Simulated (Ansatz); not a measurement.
Cs₃CoF₆:
```yaml
crystal:
  lattice:
    - [0.00000, 4.63309, 4.63309]
    - [4.63309, 0.00000, 4.63309]
    - [4.63309, 4.63309, 0.00000]
  atoms:
    - { symbol: Cs, position: [0.25000, 0.25000, 0.25000] }
    - { symbol: Cs, position: [0.75000, 0.75000, 0.75000] }
    - { symbol: Cs, position: [0.50000, 0.50000, 0.50000] }
    - { symbol: Co, position: [0.00000, 0.00000, 0.00000] }
    - { symbol: F, position: [0.80061, 0.19939, 0.19939] }
    - { symbol: F, position: [0.19939, 0.80061, 0.80061] }
    - { symbol: F, position: [0.19939, 0.80061, 0.19939] }
    - { symbol: F, position: [0.80061, 0.19939, 0.80061] }
    - { symbol: F, position: [0.19939, 0.19939, 0.80061] }
    - { symbol: F, position: [0.80061, 0.80061, 0.19939] }
```

Relaxed with r²SCAN. Special points in fractions of this cell's reciprocal vectors: Γ (0.000, 0.000, 0.000); X (0.500, 0.000, 0.500); U (0.625, 0.250, 0.625); K (0.375, 0.375, 0.750); L (0.500, 0.500, 0.500); W (0.500, 0.250, 0.750).

Problem. List the band energies nearest the valence-band maximum at these points for the program Ansatz at the r²SCAN level (PAW).

Solution. In eV from the valence-band maximum; about four levels below and three above (degenerate sets whole), none deeper than 8.9 eV; points with the same levels are listed once.

```json
[
 {"k": "Γ", "below": "-2.35 -2.35 -2.35 -0.01 -0.01 -0.01", "above": "2.71 2.71 5.28"},
 {"k": "X", "below": "-2.36 -0.10 0.00 0.00", "above": "2.73 2.74 6.22"},
 {"k": "U", "below": "-2.36 -0.06 -0.01 0.00", "above": "2.77 2.83 6.24"},
 {"k": "L", "below": "-2.37 -2.37 -0.03 -0.01 -0.01", "above": "2.92 2.92 6.76"},
 {"k": "W", "below": "-2.37 -2.37 -0.04 -0.04 0.00", "above": "2.74 2.86 6.32 6.32"}
]
```

Space group Fm-3m. The workflow started from a Materials Project entry (that database holds measured and hypothetical structures alike); the Crystallography Open Database copy checked does not list it. Its standing as an ambient phase is unchecked. The cell was relaxed with r²SCAN under the symmetry of its start; whether a distortion lowers the energy is not shown. No spin polarisation was allowed. No Hubbard U is applied. Scalar-relativistic: spin–orbit coupling is off unless named, which matters more the heavier the elements.

Potentials: the later of the program's two PAW sets.
